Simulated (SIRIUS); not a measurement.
## How a calculation on Pt (Fm-3m, 1 atom in the cell; from Materials Project mp-126, lattice scaled a little) responds to its settings

```yaml
crystal:
  lattice:
    - [0.00000, 1.96053, 1.96053]
    - [1.96053, 0.00000, 1.96053]
    - [1.96053, 1.96053, 0.00000]
  atoms:
    - { symbol: Pt, position: [0.00000, 0.00000, 0.00000] }
```

Base run A: SIRIUS 7.12.0 with PBE, GBRV PBE ultrasoft pseudopotentials, self-consistent single point.

Its settings: parameters.ngridk = 19 19 19; parameters.xc_functionals = [XC_GGA_X_PBE, XC_GGA_C_PBE]; parameters.gk_cutoff = 6.325 1/bohr; parameters.pw_cutoff = 14.143 1/bohr; parameters.smearing = fermi_dirac; parameters.smearing_width = 0.00367493 Ha; potentials = GBRV PBE ultrasoft pseudopotentials; parameters.electronic_structure_method = pseudopotential; parameters.num_bands = 12; parameters.num_mag_dims = 0; parameters.num_dft_iter = 100; parameters.energy_tol = 1e-07 Ha; parameters.density_tol = 1e-06; mixer.type = anderson; mixer.beta = 0.3; mixer.use_hartree = true.

The structure comes from a collection of computed structures, made at another level of theory; the collection holds predicted forms beside known ones. Its lattice was then scaled.

ΔF is the free energy per atom less that of run A. 

Run A gave: pressure (GPa) 8.91; k-points 220.

Runs:
- B: lattice vector c scaled by 0.98
- C: lattice vector c scaled by 0.99
- D: lattice vector c scaled by 1.01
- E: lattice vector c scaled by 1.02

Problem. What does run C change against A?

Solution. The free energy goes up by 11.6 meV/atom and the pressure goes from 8.91 to 12.04 GPa.

Problem. What does run E change against A?

Solution. The free energy goes down by 10.7 meV/atom and the pressure goes from 8.91 to 3.40 GPa.

| run | ΔF (meV/atom) | pressure (GPa) | k-points |
|---|---|---|---|
| A | 0.00 | 8.91 | 220 |
| B | 28.2 | 15.46 | 1810 |
| C | 11.6 | 12.04 | 1810 |
| D | -7.3 | 6.04 | 1810 |
| E | -10.7 | 3.40 | 1810 |
